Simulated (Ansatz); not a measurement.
Ansatz input

```yaml
crystal:
  lattice:
    - [6.2552799435, 0.0, 0.0]
    - [0.0, 6.2552799435, 0.0]
    - [0.0, 0.0, 6.2552799435]
  atoms:
    - { symbol: Lu, position: [1.0, 0.0, 0.0] }
    - { symbol: Lu, position: [0.5, 0.5, 0.5] }
    - { symbol: Lu, position: [0.25, 1.0, 0.5] }
    - { symbol: Lu, position: [0.75, 1.0, 0.5] }
    - { symbol: Lu, position: [0.5, 0.25, 1.0] }
    - { symbol: Lu, position: [0.5, 0.75, 1.0] }
    - { symbol: Lu, position: [0.0, 0.5, 0.25] }
    - { symbol: Lu, position: [0.0, 0.5, 0.75] }
hamiltonian:
  xc: r2scan
  pseudopotentials:
    kind: paw
    azcp:
      Lu: "pseudopotentials/Lu.paw.azcp"
basis:
  ecutwfc: 500
  fft_grid_basis: typed
kpoints:
  mp_grid: { grid: [6, 6, 6], shift: [0, 0, 0] }
magnetization:
  spin_polarized: false
scf:
  occupations: { method: fermi_dirac, width: 0.1 }
```

Output

```
Engine: ansatz 0.2.0, x86_64-unknown-linux-gnu
Pseudopotentials: kind: paw
Pseudopotential: Lu, paw, valence charge 25, recommended cutoff 500 eV (meta_gga) 
Functional definition: r2SCAN
  parameter k0 = 0.174
  parameter k1 = 0.065
  parameter a1 = 4.9479
  exchange = r2scan_x(k0 = k0, k1 = k1, a1 = a1)
  correlation = r2scan_c
Crystal: 8 atoms, lattice volume = 244.760 Å³
Basis set: ecut = 500 eV, 6235 PW (Γ), exchange–correlation on 192×192×192 points (64 copies of the dense FFT grid, shifted against one another)
Bands: 120, of which v1, the nominal top of the filled ones, is band 100 counted from 1 (99 counted from 0)
Symmetry: 48 space group operations
Space group: Pm-3n (ITA 223), of the structure as read, at distance tolerance 6.3e-5 Å
k-points: 20 of 216
Non-local potential: Lu, projectors of the file, l = 0: 3, l = 1: 2, l = 2: 2, l = 3: 3
PAW form: soft (Blöchl's): semilocal exchange-correlation on the pseudo side does not see the compensation charge
PAW frozen core: Lu, regenerated for the run's functional (the file was generated under x = pbe(κ = 0.804, μ = 0.2195149727645171), c = pbe(β = 0.06672455060314922))
PAW one-centre angular grid: Lu, 974 points (default); XC on 160 Gauss nodes
Initial density: superposition of atomic densities (neutral atoms: chi_scale 0, normalization atom), corrected by the library's trained network
Initial wavefunctions: pseudopotential atomic-orbital guess
Functional: x = r2scan, c = r2scan; τ floored in thin density (d = 2e-4 eV/Å³)
SCF iter   1: F=—  HF=-117947.663733 eV  |F-HF|=—  |Δ(HF+E_count)|=         —  Δρ=1.01e-2  dr2=1.57e-1  dr2_τ=8.70e-2  ethr=1.77e-3  ⟨swp⟩=5.9  Hψ=8200  notcnv=0  defer=2
SCF iter   2: F=—  HF=-117947.639184 eV  |F-HF|=—  |Δ(HF+E_count)|=   2.45e-2  Δρ=6.37e-3  dr2=4.78e-2  dr2_τ=2.03e-2  ethr=7.86e-5  ⟨swp⟩=3.0  Hψ=5273  notcnv=0  defer=50
SCF iter   3: F=—  HF=-117947.587755 eV  |F-HF|=—  |Δ(HF+E_count)|=   5.14e-2  Δρ=3.88e-3  dr2=1.96e-2  dr2_τ=1.60e-3  ethr=2.39e-5  ⟨swp⟩=2.0  Hψ=4981  notcnv=0  defer=50
SCF iter   4: F=—  HF=-117947.600633 eV  |F-HF|=—  |Δ(HF+E_count)|=   1.29e-2  Δρ=9.15e-4  dr2=1.92e-3  dr2_τ=1.03e-4  ethr=9.81e-6  ⟨swp⟩=2.0  Hψ=4408  notcnv=0  defer=50
SCF iter   5: F=—  HF=-117947.599820 eV  |F-HF|=—  |Δ(HF+E_count)|=   8.13e-4  Δρ=2.69e-4  dr2=2.20e-4  dr2_τ=6.59e-6  ethr=9.60e-7  ⟨swp⟩=2.0  Hψ=4381  notcnv=0  defer=50
SCF iter   6: F=—  HF=-117947.599919 eV  |F-HF|=—  |Δ(HF+E_count)|=   9.94e-5  Δρ=1.15e-4  dr2=2.56e-5  dr2_τ=2.48e-6  ethr=1.10e-7  ⟨swp⟩=2.0  Hψ=4504  notcnv=0  defer=50
SCF iter   7: F=—  HF=-117947.599693 eV  |F-HF|=—  |Δ(HF+E_count)|=   2.26e-4  Δρ=7.97e-5  dr2=1.06e-5  dr2_τ=1.89e-6  ethr=1.28e-8  ⟨swp⟩=2.8  Hψ=4370  notcnv=0  defer=50
SCF iter   8: F=—  HF=-117947.599674 eV  |F-HF|=—  |Δ(HF+E_count)|=   1.85e-5  Δρ=2.24e-5  dr2=1.09e-6  dr2_τ=5.13e-8  ethr=5.32e-9  ⟨swp⟩=2.0  Hψ=4437  notcnv=0  defer=50
SCF iter   9: F=—  HF=-117947.599674 eV  |F-HF|=—  |Δ(HF+E_count)|=   2.87e-7  Δρ=7.01e-6  dr2=1.06e-7  dr2_τ=8.67e-9  ethr=5.46e-10  ⟨swp⟩=2.0  Hψ=4349  notcnv=0  defer=50
SCF iter  10: F=-117947.599674 eV  HF=-117947.599674 eV  |F-HF|=9.08e-9  |Δ(HF+E_count)|=   3.73e-8  Δρ=1.60e-6  dr2=8.82e-9  dr2_τ=9.83e-11  ethr=5.00e-11  ⟨swp⟩=3.0  Hψ=5986  notcnv=0
SCF 1 converged in 10 iterations: F = -117947.599674 eV  dr2 = 8.82e-9
SCF converged after 10 iterations
Free energy (F): -117947.599674 eV
Harris-Foulkes:  -117947.599674 eV  (|F-HF|=9.08e-9)
Internal energy: -117946.981740 eV  (E = F + TS)
E sigma→0 (E₀):  -117947.290707 eV
Entropy (-TS):   -0.617934 eV (-77.242 meV/atom)
Fermi energy:    13.016584 eV
--- Per-component energies (eV) ---
  E_band       = -300.923310
  E_kinetic    = 3340.070122
  E_local      = -54914.840173  (includes V_loc(G=0)·N_el)
  E_nonlocal   = 4563.151624
  E_hartree    = 23003.790494
  E_xc         = -1706.067926
  E_vxc        = -2323.378542  (∫ρ·V_xc dr)
  E_paw        = -59069.859406  (= ΣΔE_a)
  E_vpaw       = 2899.345455  (= ΣTr[D̂ρ^β])
  E_aug_tail   = 0.000101  (compensation charges beyond the density's cutoff)
  E_vtau       = 127.154618  (kinetic-family band-sum trace: ∫τ·v_τ [+ j·A + Jᵃ·Aᵃ] dr)
  E_ewald      = -33168.646761
  E_core_change = 5.420184  (= ΣΔE_core)
  E_smearing   = -0.617934  (= −TS)
  E_closure    = 0.000000  (closes the sum)
  Σ components = -117947.599674   (vs F -117947.599674, Δ=0.00e0)
```
